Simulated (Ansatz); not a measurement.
## Equation of state of magnesium, bcc

Theory: DFT, r2SCAN, plane waves (500 eV) with PAW, scalar-relativistic (Ansatz). (PAW data from PBE, frozen cores regenerated.)

The cell is scaled uniformly from the relaxed one, with fractional coordinates and shape fixed. Energies are extrapolated to zero smearing, pressures are those at the given smearing. Magnetic state: spin not included.

```tsv
V (Å³/atom)	E − E₀ (meV/atom)	P (GPa)
19.800	50.0	6.48
20.700	21.0	3.92
21.600	5.1	1.82
22.500	0.0	0.08
23.400	3.7	-1.34
24.300	14.8	-2.52
25.201	31.9	-3.49
```

(1) Fit a third-order Birch-Murnaghan equation.

Results:

(1) V₀ = 22.54 Å³/atom, B₀ = 39 GPa, B₀′ = 3.8.
